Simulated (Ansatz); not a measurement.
ZnSe:
```cif
data_Se4Zn4
_chemical_formula_sum 'Se4 Zn4'
_space_group_name_H-M_alt 'F-43m'
_space_group_IT_number 216
_space_group_name_Hall 'F -4 2 3'
_cell_length_a 5.56755
_cell_length_b 5.56755
_cell_length_c 5.56755
_cell_angle_alpha 90.000
_cell_angle_beta 90.000
_cell_angle_gamma 90.000
loop_
_atom_site_label
_atom_site_type_symbol
_atom_site_symmetry_multiplicity
_atom_site_Wyckoff_symbol
_atom_site_fract_x
_atom_site_fract_y
_atom_site_fract_z
_atom_site_occupancy
Se1 Se 4 c 0.25000 0.25000 0.25000 1
Zn1 Zn 4 a 0.00000 0.00000 0.00000 1
```
(The calculation used a cell of 2 atoms; values per cell refer to that cell.)

Relaxed with LDA.

Problem. Give the optical modes at the zone centre with their infrared and Raman activity from DFPT, LDA (plane waves, PAW; program Ansatz).

Solution. Transverse frequencies, without the LO–TO term; a row sums one degenerate level.

```json
[
 {"ω (cm⁻¹)": "218", "degeneracy": "3", "IR ((D/Å)²/amu)": "7.53", "Raman (Å⁴/amu)": "1.7", "activity": "IR+Raman", "symmetry": "T2"}
]
```

Problem. How high does the top mode go among those that the LO–TO term moves?

Solution. 253 cm⁻¹ for q along x.

The LDA relaxation kept the symmetry of its start; phonons on a q-mesh show no instability.

Potentials: the later of the program's two PAW sets.
